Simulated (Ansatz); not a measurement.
## Data sheet: W (DFT)

W:
```yaml
crystal:
  lattice:
    - [5.05387, 0.00000, 0.00000]
    - [0.00000, 5.05387, 0.00000]
    - [0.00000, 0.00000, 5.05387]
  atoms:
    - { symbol: W, position: [0.00000, 0.00000, 0.00000] }
    - { symbol: W, position: [0.50000, 0.50000, 0.50000] }
    - { symbol: W, position: [0.00000, 0.50000, 0.25000] }
    - { symbol: W, position: [0.00000, 0.50000, 0.75000] }
    - { symbol: W, position: [0.25000, 0.00000, 0.50000] }
    - { symbol: W, position: [0.75000, 0.00000, 0.50000] }
    - { symbol: W, position: [0.50000, 0.75000, 0.00000] }
    - { symbol: W, position: [0.50000, 0.25000, 0.00000] }
```

Space group Pm-3n (No. 223), A15 (β-W type); conventional cell a = 5.0539 Å, b = 5.0539 Å, c = 5.0539 Å, α = 90.00°, β = 90.00°, γ = 90.00°.

Method: plane-wave PAW r²SCAN (Ansatz code). Geometry: relaxed at this level of theory. Other levels are named where they apply.

### Cell and energy

* **Volume per atom**: 16.14 Å³
* **Density**: 18.92 g/cm³

### Electronic structure

Electronic character: metallic (no gap)
Density of states at the Fermi level: 0.26 states/eV per atom (mean over ±0.08 eV)
Gap with spin–orbit coupling: none (metallic)

### Mechanics

* **Bulk modulus (Birch–Murnaghan fit)**: 315 GPa
* **Pressure derivative B′**: 4.2
* **Elastic constants (relaxed ions, GPa)**: C11 = 630, C12 = 158, C44 = 102
* **Mechanical stability**: stable (all eigenvalues of C positive)
* **Hill bulk and shear moduli**: 316 and 144 GPa
* **Young's modulus**: 374 GPa
* **Poisson's ratio**: 0.30
* **Debye temperature from the elastic constants**: 363 K

### Phonons

Highest zone-centre frequency: 250 cm⁻¹
Zone-centre stability: no imaginary mode at Γ

The workflow started from an entry of the Crystallography Open Database (COD), which files this formula under 6 space groups. It is not the phase usual at ambient conditions (space group No. 229). Symmetry was held in the r²SCAN relaxation. The run is not spin-polarised. As this level gives no gap, shear constants depend on the k-mesh and smearing (Fermi–Dirac, 0.1 eV here). As this level gives no gap, phonon frequencies hold no LO–TO term and depend on the k-mesh and smearing (Fermi–Dirac, 0.1 eV here). Scalar-relativistic: spin–orbit coupling is off unless named, which matters more the heavier the elements.

Potentials: the earlier of the program's two PAW sets.
